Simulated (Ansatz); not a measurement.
**AsAu₃: from a first guess to the relaxed D03 type**

First guess:

```
CELL_PARAMETERS angstrom
0.00000 3.20036 3.20036
3.20036 0.00000 3.20036
3.20036 3.20036 0.00000
ATOMIC_POSITIONS crystal
As 0.00000 0.00000 0.00000
Au 0.50000 0.50000 0.50000
Au 0.25000 0.25000 0.25000
Au 0.75000 0.75000 0.75000
```

Computed with DFT, PBE, PAW with Ansatz's default frozen-core files, scalar-relativistic (Ansatz 0.2.0).

Cell and atoms relax within the symmetry of the start on a 9×9×9 k mesh with 0.03 eV Fermi–Dirac smearing.

The start is built from a prototype, known or not as a phase of this compound; the cutoff is 420 eV.

Spin–orbit coupling is left out, though it moves levels of the heavy atoms by tenths of an eV or more.

(1) What is the pressure of the first guess?

(2) What does it relax to?

(3) How much energy does the relaxation release?

## Answers

(1) 20.5 GPa.

(2) a = 6.669 Å, b = 6.669 Å, c = 6.669 Å, α = 90.00°, β = 90.00°, γ = 90.00° (conventional cell), 18.54 Å³ per atom:
Space group Fm-3m (No. 225). a = 6.669 Å, b = 6.669 Å, c = 6.669 Å, α = 90.00°, β = 90.00°, γ = 90.00°
```csv
atom,site,symmetry,x,y,z
As,4a,m-3m,0.0000,0.0000,0.0000
Au,4b,m-3m,0.5000,0.0000,0.0000
Au,8c,-43m,0.2500,0.7500,0.7500
```

(3) 121 meV/atom.
